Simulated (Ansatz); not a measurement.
Al4Ni3Pd: vibrational free energy, entropy and heat capacity

Level of theory: Ansatz 0.2.0, DFT PBE, scalar-relativistic, plane waves, PAW. Plane waves to 420 eV; Γ-centred k mesh 10×10×6; Fermi-Dirac smearing of 0.15 eV. No spin polarisation. Phonons by linear response, acoustic sum rule imposed.

The cell, relaxed at this level:
```yaml
crystal:
  lattice:
    - [4.14517, 0.00000, 0.00000]
    - [0.00000, 4.14517, 0.00000]
    - [0.00000, 0.00000, 5.94853]
  atoms:
    - { symbol: Al, position: [0.50000, 0.00000, 0.73922] }
    - { symbol: Al, position: [0.50000, 0.00000, 0.26078] }
    - { symbol: Al, position: [0.00000, 0.50000, 0.73922] }
    - { symbol: Al, position: [0.00000, 0.50000, 0.26078] }
    - { symbol: Ni, position: [0.00000, 0.00000, 0.50000] }
    - { symbol: Ni, position: [0.00000, 0.00000, 0.00000] }
    - { symbol: Ni, position: [0.50000, 0.50000, 0.50000] }
    - { symbol: Pd, position: [0.50000, 0.50000, 0.00000] }
```

It was reached by relaxing an invented guess, and it needn't be the stable form of this composition. In a metal, frequencies and elastic constants depend on the k mesh and the smearing, soft modes and shear constants most. Some empty bands missed the eigensolver's threshold. The q mesh is coarse, so values between its points are rough.

Force constants from linear response on a 2×2×1 q mesh, interpolated to a fine mesh.

Phonon density of states, in bins of 10 cm⁻¹:
(bin centre (cm⁻¹), share of modes (%)): (5, 0.0), (15, 0.0), (25, 0.1), (35, 0.1), (45, 0.3), (55, 0.4), (65, 0.7), (75, 1.2), (85, 1.7), (95, 2.7), (105, 5.6), (115, 5.5), (125, 6.9), (135, 6.8), (145, 6.9), (155, 7.0), (165, 3.4), (175, 0.7), (185, 0.1), (195, 0.0), (205, 0.0), (215, 0.0), (225, 0.6), (235, 1.3), (245, 4.1), (255, 7.2), (265, 4.5), (275, 3.6), (285, 3.4), (295, 2.8), (305, 3.3), (315, 5.8), (325, 7.1), (335, 3.0), (345, 2.1), (355, 0.7), (365, 0.5), (375, 0.1)

Question: What is the zero-point energy per atom?

Answer: 38.9 meV.

Question: How large are the vibrational entropy and heat capacity at 300 K?

Answer: S = 3.44 k_B and C_V = 2.73 k_B per atom, 91 % of the Dulong–Petit value.

Question: Tabulate them against temperature.

Answer:
| T (K) | F_vib (meV/atom) | S (k_B/atom) | C_V (k_B/atom) |
| --- | --- | --- | --- |
| 100 | 36.1 | 0.96 | 1.56 |
| 200 | 21.4 | 2.38 | 2.45 |
| 300 | -3.8 | 3.44 | 2.73 |
| 400 | -37.0 | 4.24 | 2.84 |
| 500 | -76.4 | 4.88 | 2.90 |
| 600 | -120.8 | 5.41 | 2.93 |
| 700 | -169.4 | 5.86 | 2.95 |
| 800 | -221.7 | 6.26 | 2.96 |
| 900 | -277.1 | 6.61 | 2.97 |
| 1000 | -335.4 | 6.92 | 2.97 |
